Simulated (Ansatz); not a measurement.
## Fe-57 Mössbauer parameters in SiC with Fe replacing Si

Cell: a supercell of SiC (wurtzite type, P6_3mc) built from a structure deposited in the COD, with all atoms left at the host's positions.

```xyz
48
Lattice="6.1520 0.0000 0.0000 -4.6140 7.9917 0.0000 0.0000 0.0000 10.0960" Properties=species:S:1:pos:R:3 pbc="T T T"
Fe    0.0000    1.7759    0.0000
Si    0.0000    1.7759    5.0480
Si   -1.5380    4.4398    0.0000
Si   -1.5380    4.4398    5.0480
Si   -3.0760    7.1037    0.0000
Si   -3.0760    7.1037    5.0480
Si    3.0760    1.7759    0.0000
Si    3.0760    1.7759    5.0480
Si    1.5380    4.4398    0.0000
Si    1.5380    4.4398    5.0480
Si    0.0000    7.1037    0.0000
Si    0.0000    7.1037    5.0480
Si    1.5380    0.8880    2.5240
Si    1.5380    0.8880    7.5720
Si    0.0000    3.5519    2.5240
Si    0.0000    3.5519    7.5720
Si   -1.5380    6.2158    2.5240
Si   -1.5380    6.2158    7.5720
Si    4.6140    0.8880    2.5240
Si    4.6140    0.8880    7.5720
Si    3.0760    3.5519    2.5240
Si    3.0760    3.5519    7.5720
Si    1.5380    6.2158    2.5240
Si    1.5380    6.2158    7.5720
C     0.0000    1.7759    1.9435
C     0.0000    1.7759    6.9915
C    -1.5380    4.4398    1.9435
C    -1.5380    4.4398    6.9915
C    -3.0760    7.1037    1.9435
C    -3.0760    7.1037    6.9915
C     3.0760    1.7759    1.9435
C     3.0760    1.7759    6.9915
C     1.5380    4.4398    1.9435
C     1.5380    4.4398    6.9915
C     0.0000    7.1037    1.9435
C     0.0000    7.1037    6.9915
C     1.5380    0.8880    4.4675
C     1.5380    0.8880    9.5155
C     0.0000    3.5519    4.4675
C     0.0000    3.5519    9.5155
C    -1.5380    6.2158    4.4675
C    -1.5380    6.2158    9.5155
C     4.6140    0.8880    4.4675
C     4.6140    0.8880    9.5155
C     3.0760    3.5519    4.4675
C     3.0760    3.5519    9.5155
C     1.5380    6.2158    4.4675
C     1.5380    6.2158    9.5155
```

Atoms are numbered from 1 in the order listed; like atoms form one site, named after its first atom.

Computed with Ansatz: DFT, PBE, plane waves and PAW, scalar-relativistic, collinear spin, 420 eV cutoff, Γ-centred 4×3×2 k-points, Fermi–Dirac smearing 0.01 eV, cell charge -1. Start moments as typed (μB): 5 on each Fe, none on the rest. The program fits them to the shells of the files, so those used differ somewhat.

Isomer shifts (against α-Fe) follow from the electron density at the nucleus, δ = α(ρ − ρ₀), with α = -0.366 mm s⁻¹ a₀³ and ρ₀ = 14904.00 a₀⁻³ from a line fitted to 10 measured compounds at this level of theory (rms miss 0.11 mm/s). ΔE_Q = ½eQV_zz(1 + η²/3)^½ with Q = 0.160 b for the 14.4 keV state. B_c is the Fermi-contact field along the atom's own moment; orbital and dipolar fields are not included.

Task: Give the isomer shift and quadrupole splitting and contact field of each Fe site.

Result: 

```tsv
site	atoms	first shell	ρ − ρ₀ (a₀⁻³)	δ (mm/s)	ΔE_Q (mm/s)	η	|m| (μB)	B_c (T)
Fe	1	4 C at 1.87–1.94 Å; also 1 C at 3.10 Å	1.19	-0.43	-0.52	0.59	2.72	-13.3
```



Forces reach 0.8 eV/Å even beyond 5.5 Å from the defect, so the host's positions may themselves be off equilibrium. The defect repeats with the cell of 48 atoms, so it feels its images: sites between two images don't show the values beside a lone defect, and zeros or small values of η there can come from the images' arrangement. A uniform background compensates the cell's charge. The defect cell has no gap above 0.1 eV on its mesh, so the values can hang on the smearing and the k-mesh. With these PAW files V_zz is typically within 2 to 3 % of all-electron values, but misses above 10 % occur on Fe. The neighbours have not yet relaxed around the defect (largest force 2.8 eV/Å), so a real crystal will differ. Shifts outside the range of the fitted compounds (-0.1 to 1.5 mm/s for Fe) are extrapolations. Semilocal functionals underestimate the core's spin polarisation, so contact fields of ionic iron come out too small in magnitude. On Fe B_c is a small difference of large parts, and can be wrong severalfold and even in sign.
